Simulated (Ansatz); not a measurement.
Ba (diamond, Fd-3m) under volume change, DFT-r²SCAN in the program Ansatz with PAW potentials, scaled uniformly.

```tsv
V (Å³/atom)	E − E(relaxed) (meV/atom)	P (GPa)
49.229	22.7	1.67
50.852	9.3	0.99
52.475	2.1	0.44
54.098	0.0	0.00
55.721	1.8	-0.34
57.344	6.7	-0.61
58.967	14.0	-0.83
```

**Question.** What does a third-order Birch–Murnaghan fit give for V₀, B₀ and B′?

**Answer.** V₀ = 54.11 Å³/atom, B₀ = 12.9 GPa, B′ = 6.8.

The start of the workflow was typed in or built on a structure type; neither database checked (COD, Materials Project) lists it. It is not the phase usual at ambient conditions (space group No. 229). Symmetry was held in the r²SCAN relaxation. At this level the phase is mechanically unstable. The volume moved by -46 % from the start of the relaxation. Scalar-relativistic: spin–orbit coupling is off unless named, which matters more the heavier the elements.

Potentials: the later of the program's two PAW sets.
